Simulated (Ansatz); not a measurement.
## Computed properties of Mg3SnO

Mg3SnO:
```
Mg3SnO
1.0
    4.34518     0.00000     0.00000
    0.00000     4.34518     0.00000
    0.00000     0.00000     4.34518
Sn O Mg
1 1 3
Direct
  0.00000   0.00000   0.00000
  0.50000   0.50000   0.50000
  0.50000   0.50000   0.00000
  0.50000   0.00000   0.50000
  0.00000   0.50000   0.50000
```

Space group Pm-3m (No. 221), anti-perovskite; conventional cell a = 4.3452 Å, b = 4.3452 Å, c = 4.3452 Å, α = 90.00°, β = 90.00°, γ = 90.00°.

Method: DFT-r²SCAN in the program Ansatz with PAW potentials. Structure relaxed to zero pressure with the same functional. Other levels are named where they apply.

### Cell and energy

```json
{
  "volume_per_atom": "16.41 Å³",
  "density": "4.20 g/cm³",
  "Formation energy from the elements (no fitted shifts)": "-1.13 eV/atom"
}
```

### Electronic structure

```json
{
  "electronic_character": "metallic (no gap)",
  "Density of states at the Fermi level": "0.06 states/eV per atom (mean over ±0.08 eV)",
  "Gap with spin–orbit coupling": "none (metallic)"
}
```

### Mechanics

```json
{
  "Bulk modulus (Birch–Murnaghan fit)": "78.4 GPa",
  "Pressure derivative B′": "4.0",
  "Elastic constants (relaxed ions, GPa)": "C11 = 139, C12 = 47.7, C44 = 59.4",
  "mechanical_stability": "stable (all eigenvalues of C positive)",
  "hill_bulk_and_shear_moduli": "78.2 and 53.6 GPa",
  "Young's modulus": "131 GPa",
  "Poisson's ratio": "0.22",
  "debye_temperature_from_the_elastic_constants": "463 K"
}
```

### Charges

```json
{
  "bader_charges": "Sn -3.04, O -1.89, Mg +1.64 e"
}
```

The start of the workflow was typed in or built on a structure type; neither database checked (COD, Materials Project) lists it. Its standing as an ambient phase is unchecked. The cell was relaxed with r²SCAN under the symmetry of its start; its stability against distortions is not shown here. As this level gives no gap, shear constants depend on the k-mesh and smearing (Fermi–Dirac, 0.1 eV here). The references are the lowest solids computed at this level, not always the standard phases (solids in place of the gases). Scalar-relativistic: spin–orbit coupling is off unless named, which matters more the heavier the elements.

Potentials: the later of the program's two PAW sets.
